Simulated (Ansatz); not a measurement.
Na:
```cif
data_Na2
_chemical_formula_sum 'Na2'
_space_group_name_H-M_alt 'P63/mmc'
_space_group_IT_number 194
_space_group_name_Hall '-P 6c 2c'
_cell_length_a 3.77859
_cell_length_b 3.77859
_cell_length_c 6.10801
_cell_angle_alpha 90.000
_cell_angle_beta 90.000
_cell_angle_gamma 120.000
loop_
_atom_site_label
_atom_site_type_symbol
_atom_site_symmetry_multiplicity
_atom_site_Wyckoff_symbol
_atom_site_fract_x
_atom_site_fract_y
_atom_site_fract_z
_atom_site_occupancy
Na1 Na 2 c 0.33333 0.66667 0.25000 1
```

Relaxed at zero pressure with the program Ansatz at the r²SCAN level (PAW).

Task: The volume is lowered by 6 % and shape and atoms relax at that volume. What pressure results, and how do the axes share the change?

Result: 0.5 GPa; a -2.9 %, b -2.9 %, c -0.2 %; the energy rises by 3 meV/atom.

Task: Give the new structure.

Result: 
Space group P6₃/mmc (No. 194); a = 3.668 Å, b = 3.668 Å, c = 6.095 Å, α = 90.00°, β = 90.00°, γ = 120.00°

| atom | site | symmetry | x | y | z |
|---|---|---|---|---|---|
| Na | 2c | -6m2 | 0.3333 | 0.6667 | 0.2500 |

The phase is kept; no other phase was compared at this pressure.

Space group P6_3/mmc (hcp (Mg type)). The workflow started from a Materials Project entry (that database holds measured and hypothetical structures alike); the Crystallography Open Database files this formula in space group No. 194, but the cells were not matched. It is not the phase usual at ambient conditions (space group No. 229). The cell keeps a stress of up to 0.2 GPa. Symmetry was held in the r²SCAN relaxation; whether a distortion lowers the energy is not shown. Axis ratios of metals converge slowly with the k-mesh, so a and c are less sure than the volume.

Potentials: the earlier of the program's two PAW sets.
